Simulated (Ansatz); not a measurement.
Fields on a plane of Cs2AgBiBr6 (double-perovskite type, space group Fm-3m)

```
CELL_PARAMETERS angstrom
      0.00000     5.67150     5.67150
      5.67150     0.00000     5.67150
      5.67150     5.67150     0.00000
ATOMIC_POSITIONS crystal
  Cs 0.25000 0.25000 0.25000
  Cs 0.75000 0.75000 0.75000
  Ag 0.50000 0.50000 0.50000
  Bi 0.00000 0.00000 0.00000
  Br 0.74811 0.25189 0.25189
  Br 0.25189 0.74811 0.74811
  Br 0.25189 0.74811 0.25189
  Br 0.74811 0.25189 0.74811
  Br 0.25189 0.25189 0.74811
  Br 0.74811 0.74811 0.25189
```

The slice is a {100} plane (indices of the conventional cell) through the point (0.748, 0.252, 0.748) (fractional), spanned by u = [100] and v = [0 1 -1] in vectors of this cell: u (8.02 Å) and v (8.02 Å, at 90° to u). It covers one period; positions are fractions (u, v).

Atoms on it: Ag at (0.75, 0.25); Bi at (0.25, 0.75); Br at (0.50, 0.50); Br at (0.00, 0.00); Br at (0.50, 0.00); Br at (0.00, 0.50).

Method: r2SCAN (plane waves to 500 eV, PAW, scalar-relativistic; Ansatz, a quantum-chemistry and plane-wave program). k mesh 5×5×5. These are valence fields of a PAW run, semicore shells included where kept as valence: close to a nucleus they are smooth pseudo fields. Cs2AgBiBr6 was relaxed with its symmetry unable to fall. Spin-orbit coupling is left out, though Bi is heavy.

```
|xxxxxx00556666665511xxxxxxxxxx00779999997711xxxx|
|xxxxxx22331100113322xxxxxxxxxx44889999998855xxxx|
|000022110000000000112200001155889999999999885511|
|66553300xxxxxxxxxx002255667788999999999999998877|
|88661100xxxxxxxxxx001166889999999999999999999999|
|88660000xxxxxxxxxxxx0055889999999999999999999999|
|88661100xxxxxxxxxx000066889999999999999999999999|
|66553300xxxxxxxxxx002255667788999999999999999977|
|001122110000xx0000112211002255889999999999885522|
|xxxxxx22331100002222xxxxxxxxxx55889999999955xxxx|
|xxxxxx00556655665511xxxxxxxxxx11779999998822xxxx|
|xxxxxx00668888886600xxxxxxxxxxxx669999997700xxxx|
|xxxxxx11779999997722xxxxxxxxxx00668888886600xxxx|
|xxxxxx55889999998855xxxxxxxxxx22666655666633xxxx|
|xx0044889999999999885511xx0022443300000033443300|
|66778899999999999999887766666633xxxxxxxxxx226666|
|99999999999999999999999999886600xxxxxxxxxx005588|
|99999999999999999999999999885500xxxxxxxxxxxx5588|
|99999999999999999999999999886600xxxxxxxxxx005588|
|77778899999999999999998877666633xxxxxxxxxx226666|
|001155889999999999885522000033442200xx0022443300|
|xxxxxx55889999999955xxxxxxxxxx33665555556633xxxx|
|xxxxxx11779999997722xxxxxxxxxx00668888886600xxxx|
|xxxxxx00668888886600xxxxxxxxxxxx669999997700xxxx|
```
Scale: ten equal steps from -2.00 (start of '0') to 6.61 (end of '9'), in the order '0123456789'. Values: electrostatic potential energy of an electron, from the cell's mean, in eV. The map has 24 points along u (two characters each, u = 0 at the left) and 24 along v (v = 0 in the bottom row). Points within 1 Å of a nucleus are blanked (x), as the pseudised field means little there. Values under -2 eV are set to -2. The zero, the cell's mean, hangs on the PAW cores.

```
|:+=.     .=+: .       . |
|:=-.     .:=-           |
|...   .   ...           |
|    .:::.               |
|    :---:               |
|   .:-==:.              |
|    :-=-:.              |
|    .:::.               |
|...   ..  ...           |
|:=:.     .:=-           |
|:+=.     .=+:         . |
| :-.     .-: .-.     .-:|
|:           .++:     .=*|
|-.          -+-.     .-+|
|.           .:.  . .  ..|
|                =#:*=   |
|               .#@.@#.  |
|                :. .-.  |
|               .*@.%#.  |
|                =#-#+   |
|.           ...  ...   .|
|-.         .-=-.      :=|
|:           :*+.     .=*|
| ::.     .:: :-.     .-:|
```
Scale: ten equal steps from 0.000 (start of ' ') to 0.163 (end of '@'), in the order ' .:-=+*#%@'. Values: density of the highest valence band (whole band, smooth part) in e/Å³. The map has 24 points along u (one character each, u = 0 at the left) and 24 along v (v = 0 in the bottom row).
